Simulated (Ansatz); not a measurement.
CrF6:
```yaml
crystal:
  lattice:
    - [2.40406, 1.38799, 4.38721]
    - [-2.40406, 1.38799, 4.38721]
    - [0.00000, -2.77598, 4.38721]
  atoms:
    - { symbol: Cr, position: [0.00000, 0.00000, 0.00000] }
    - { symbol: F, position: [0.36678, 0.07976, 0.78060] }
    - { symbol: F, position: [0.63322, 0.92024, 0.21940] }
    - { symbol: F, position: [0.78060, 0.36678, 0.07976] }
    - { symbol: F, position: [0.21940, 0.63322, 0.92024] }
    - { symbol: F, position: [0.07976, 0.78060, 0.36678] }
    - { symbol: F, position: [0.92024, 0.21940, 0.63322] }
```

Relaxed with r²SCAN+D4. Special points in fractions of this cell's reciprocal vectors: Γ (0.000, 0.000, 0.000); T (0.500, 0.500, 0.500); H2 (0.767, 0.233, 0.500); H0 (0.500, -0.233, 0.233); L (0.500, 0.000, 0.000); S0 (0.367, -0.367, 0.000); S2 (0.633, 0.000, 0.367); F (0.500, 0.000, 0.500).

### Question
List the band energies nearest the valence-band maximum at these points for plane-wave PAW r²SCAN+D4 (Ansatz code).

### Answer
In eV from the valence-band maximum; about four levels below and three above (degenerate sets whole), none deeper than 8.9 eV; points with the same levels are listed once.

```json
[
 {"k": "Γ", "below": "-0.30 -0.30 -0.27 -0.19 -0.19", "above": "2.13 2.33 2.33"},
 {"k": "T", "below": "-0.35 -0.35 -0.14 -0.14", "above": "2.29 2.40 2.40"},
 {"k": "H2", "below": "-0.73 -0.15 -0.12 -0.02", "above": "2.31 2.35 2.47"},
 {"k": "L", "below": "-0.37 -0.23 -0.14 -0.08", "above": "2.17 2.32 2.50"},
 {"k": "S0", "below": "-0.51 -0.19 -0.11 0.00", "above": "2.28 2.35 2.47"},
 {"k": "F", "below": "-0.44 -0.26 -0.13 0.00", "above": "2.19 2.37 2.53"}
]
```

Space group R-3. The first step of the workflow began from a Materials Project structure, measured or hypothetical; the Crystallography Open Database copy checked does not list it. Its standing as an ambient phase is unchecked. The r²SCAN+D4 relaxation kept the symmetry of its start; its stability against distortions is not shown here. No spin polarisation was allowed. No Hubbard U is applied.

Potentials: the later of the program's two PAW sets.
